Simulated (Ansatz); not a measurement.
According to the program Ansatz at the PBE level (PAW), LaSi3B3 in the cubic phase (Pm-3n; La on 2a, B on 6c, Si on 6d) relaxes to a = 5.814 Å. Against the elements it lies at -0.11 eV/atom, with no fitted shifts.

Electronic character: metallic (no gap). Gap from PBE with spin–orbit coupling: none (metallic).

The bulk modulus is 125 GPa.

The start of the workflow was typed in or built on a structure type; neither database checked (COD, Materials Project) lists it. Whether it is the stable phase at ambient conditions was not checked. The PBE relaxation kept the symmetry of its start; its stability against distortions is not shown here. The references are the lowest solids computed at this level, not always the standard phases. Spin–orbit coupling is left out wherever it is not named.

Potentials: the earlier of the program's two PAW sets.
